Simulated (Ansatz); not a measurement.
An ordered 4-atom cell of SnC3 on the diamond lattice (P-4m2) at its r2SCAN geometry, run in Ansatz at 4 levels of theory. The calculation is non-magnetic, and the structure need not be a phase that has been made.

The PBE+SOC input:
```yaml
crystal:
  lattice:
    - [2.9788882397, 0.0, 0.0]
    - [0.0, 2.9788882397, 0.0]
    - [0.0, 0.0, 4.6435166652]
  atoms:
    - { symbol: C, position: [0.5, 0.0, 0.8203632751] }
    - { symbol: C, position: [0.5, 0.5, 0.0] }
    - { symbol: C, position: [0.0, 0.5, 0.1796367249] }
    - { symbol: Sn, position: [0.0, 0.0, 0.5] }
kpoints:
  mp_grid: { grid: [8, 8, 6] }
  band_path:
    path:
      - [0.0, 0.0, 0.0]
      - [0.0, 0.5, 0.0]
      - [0.5, 0.5, 0.0]
      - [0.0, 0.0, 0.5]
      - [0.0, 0.5, 0.5]
      - [0.5, 0.5, 0.5]
    npoints: 1
hamiltonian:
  xc: pbe
scf:
  occupations: { method: fermi_dirac, width: 0.02 }
  n_extra_bands: 10
magnetization:
  noncollinear: true
  spin_orbit: true
output:
  forces: true
  stress: true
  eigenvalues: true
```

Main results, then, where recorded, the levels near the gap in eV from the Fermi energy (columns number the bands from 0), one row a point of the path (Γ, X, M, Z, R, A):
```
Crystal: 4 atoms, lattice volume = 41.206 Å³
Symmetry: 8 space group operations + 8 with time reversal
Magnetic group: BNS 115.284 (UNI 944)
```
```
Basis set: ecut = 420 eV, 779 PW (Γ)
k-points: 60 of 384 (time reversal used)
SCF 1 converged in 8 iterations: F = -6772.968134 eV  dr2 = 1.04e-8
Free energy (F): -6772.968134 eV
Fermi energy:    13.886242 eV
--- Forces (eV/Å), atoms counted from 1 ---
  atom   1  C       0.00000      0.00000      0.34083
  atom   2  C       0.00000      0.00000      0.00000
  atom   3  C       0.00000      0.00000    -0.34083
  atom   4  Sn      0.00000      0.00000      0.00000
--- Stress (GPa, compression-positive) ---
        2.232143       0.000000       0.000000
        0.000000       2.232143       0.000000
        0.000000       0.000000       3.180608
  P = ⅓ Tr σ = 2.5483 GPa (25.483 kbar)
```
```tsv
band_18	band_19	band_20	band_21	band_22	band_23	band_24	band_25	band_26	band_27	band_28	band_29	band_30	band_31
-6.396	-6.396	-1.771	-1.771	-0.200	-0.200	-0.154	-0.154	0.445	0.445	0.807	0.807	2.559	2.559
-7.011	-7.011	-6.611	-6.611	-5.358	-5.358	-0.901	-0.901	1.759	1.759	3.004	3.004	3.934	3.934
-6.900	-6.900	-5.807	-5.807	-5.641	-5.641	-3.795	-3.795	0.445	0.445	0.588	0.588	1.906	1.906
-6.092	-6.092	-5.758	-5.758	-1.409	-1.409	-1.272	-1.272	0.398	0.398	1.694	1.694	3.890	3.890
-5.360	-5.360	-3.631	-3.631	-3.028	-3.028	-0.721	-0.721	0.165	0.165	2.191	2.191	2.665	2.665
-6.962	-6.962	-6.782	-6.782	-6.752	-6.752	-6.317	-6.317	3.410	3.410	3.572	3.572	4.693	4.693
```

PBE+SOC gives an indirect gap of 0.32 eV, from Γ to R; the least direct gap is 0.60 eV at Γ.

r2SCAN. Against the first input these blocks differ (the band path and keys that only write files left aside):
```yaml
hamiltonian:
  xc: r2scan
scf:
  occupations: { method: fixed }
  n_extra_bands: 5
```
(magnetization left out)

```
Basis set: ecut = 500 eV, 1057 PW (Γ)
k-points: 60 of 384 (time reversal used)
SCF 1 converged in 8 iterations: F = -6787.401136 eV  dr2 = 6.23e-9
Free energy (F): -6787.401136 eV
Fermi energy:    13.673245 eV
--- Forces (eV/Å), atoms counted from 1 ---
  atom   1  C       0.00000      0.00000    -0.00007
  atom   2  C       0.00000      0.00000      0.00000
  atom   3  C       0.00000      0.00000      0.00007
  atom   4  Sn      0.00000      0.00000      0.00000
--- Stress (GPa, compression-positive) ---
       -0.000922       0.000000       0.000000
        0.000000      -0.000922       0.000000
        0.000000       0.000000      -0.000500
  P = ⅓ Tr σ = -0.0008 GPa (-0.008 kbar)
```
```tsv
band_9	band_10	band_11	band_12	band_13	band_14	band_15
-6.489	-1.569	0.000	0.000	0.766	1.043	3.080
-7.111	-6.658	-5.366	-0.795	2.100	3.538	4.467
-6.987	-5.779	-5.779	-3.824	0.858	0.858	2.314
-6.155	-5.820	-1.228	-1.228	0.734	2.055	4.491
-5.368	-3.548	-2.951	-0.611	0.398	2.605	3.126
-6.917	-6.917	-6.815	-6.416	3.998	3.998	5.282
```

r2SCAN gives an indirect gap of 0.40 eV, from Γ to R; the least direct gap is 0.77 eV at Γ. The mean stress is close to zero (0.00 GPa).

**Question.** In the first input these blocks are replaced (the band path and keys that only write files left aside):
```yaml
kpoints:
  mp_grid: { grid: [6, 6, 4] }
hamiltonian:
  xc: hse06
scf:
  occupations: { method: fixed }
  n_extra_bands: 5
```
(magnetization left out)
What comes out?

**Answer.**
```
Basis set: ecut = 420 eV, 779 PW (Γ)
k-points: 30 of 144 (time reversal used)
SCF 1 stopped early in 6 iterations: F = -6770.811550 eV  dr2 = 4.25e-7
Exchange kernel: α = 0.2500, screened, ω = 0.2079 Å⁻¹, Wigner–Seitz truncation, v(0) = 1042.5511 eV·Å³, q-mesh 6×6×4
SCF 2 stopped early in 6 iterations: F = -6774.831487 eV  dr2 = 8.20e-7
hybrid outer 1: dexx = +9.019e-3 eV, tail = 2.89e-5 eV
SCF 3 converged in 5 iterations: F = -6774.831451 eV  dr2 = 1.80e-9
hybrid outer 2: dexx = +3.013e-7 eV, tail = 1.06e-8 eV, Δε = 2.69e-3 eV, ΔF = 2.25e-3 eV/Å
Free energy (F): -6774.831451 eV
Fermi energy:    13.253911 eV
--- Forces (eV/Å), atoms counted from 1 ---
  atom   1  C       0.00000      0.00000      0.01497
  atom   2  C       0.00000      0.00000      0.00000
  atom   3  C       0.00000      0.00000    -0.01497
  atom   4  Sn      0.00000      0.00000      0.00000
--- Stress (GPa, compression-positive) ---
       -3.569427       0.000000       0.000000
        0.000000      -3.569427       0.000000
        0.000000       0.000000      -4.686074
  P = ⅓ Tr σ = -3.9416 GPa (-39.416 kbar)
```
```tsv
band_9	band_10	band_11	band_12	band_13	band_14	band_15
-6.720	-1.513	0.000	0.000	1.518	1.927	3.849
-7.444	-6.891	-5.528	-0.844	3.043	4.220	5.274
-7.261	-5.942	-5.942	-3.996	1.445	1.445	2.833
-6.361	-5.992	-1.271	-1.271	1.544	2.879	5.375
-5.529	-3.636	-3.024	-0.652	1.133	3.400	4.024
-7.164	-7.139	-7.139	-6.758	4.744	4.744	5.790
```
HSE06 gives an indirect gap of 1.13 eV, from Γ to R; the least direct gap is 1.52 eV at Γ. The mean pressure is -3.9 GPa (compression positive), so HSE06 would shrink the cell's volume. (The program warns that its thresholds are loose for a hybrid's stress.)

**Question.** Another run on the same cell gave
```
Basis set: ecut = 420 eV, 779 PW (Γ)
k-points: 30 of 144 (time reversal used)
SCF 1 stopped early in 6 iterations: F = -6770.810780 eV  dr2 = 4.27e-7
SCF 2 stopped early in 6 iterations: F = -6774.241596 eV  dr2 = 2.70e-6
hybrid outer 1: dexx = +1.373e-2 eV, tail = 3.98e-5 eV
SCF 3 converged in 6 iterations: F = -6774.241626 eV  dr2 = 1.76e-10
hybrid outer 2: dexx = +9.921e-7 eV, tail = 1.56e-8 eV, Δε = 3.00e-3 eV, ΔF = 1.28e-3 eV/Å
Free energy (F): -6774.241626 eV
Fermi energy:    12.900558 eV
--- Forces (eV/Å), atoms counted from 1 ---
  atom   1  C       0.00000      0.00000    -0.00529
  atom   2  C       0.00000      0.00000      0.00000
  atom   3  C       0.00000      0.00000      0.00529
  atom   4  Sn      0.00000      0.00000      0.00000
--- Stress (GPa, compression-positive) ---
       -3.700390       0.000000       0.000000
        0.000000      -3.700390       0.000000
        0.000000       0.000000      -4.911317
  P = ⅓ Tr σ = -4.1040 GPa (-41.040 kbar)
```
```tsv
band_9	band_10	band_11	band_12	band_13	band_14	band_15
-6.755	-1.498	0.000	0.000	2.239	2.648	4.578
-7.507	-6.953	-5.556	-0.870	3.784	4.970	6.025
-7.305	-5.973	-5.973	-4.011	2.157	2.157	3.552
-6.395	-6.047	-1.294	-1.294	2.269	3.610	6.134
-5.557	-3.650	-3.034	-0.673	1.842	4.124	4.766
-7.224	-7.194	-7.194	-6.814	5.490	5.490	6.525
```
Which level of theory and mesh gave it?

**Answer.** It is PBE0, judged by the exchange loop and the size of the gap (a near hybrid could fit too), on 6×6×4; the blocks that differ from the first input, but for the band path:
```yaml
kpoints:
  mp_grid: { grid: [6, 6, 4] }
hamiltonian:
  xc: pbe0
scf:
  occupations: { method: fixed }
  n_extra_bands: 5
```
(magnetization left out)
With PBE0 the valence top lies at Γ and the conduction bottom at R, 1.84 eV higher; the smallest vertical gap, at Γ, is 2.24 eV. At this geometry PBE0 finds -4.1 GPa, compression counted positive: its own equilibrium volume is smaller. (The program warns that its thresholds are loose for a hybrid's stress.)

The hybrids run on coarser meshes, which limits their stresses and small splittings of levels.

Totals of different functionals, or with and without spin-orbit coupling, can't be compared.

Only the levels marked +SOC include spin-orbit coupling.

The meshes of the hybrids are coarse, so their gaps aren't converged to the digits shown.
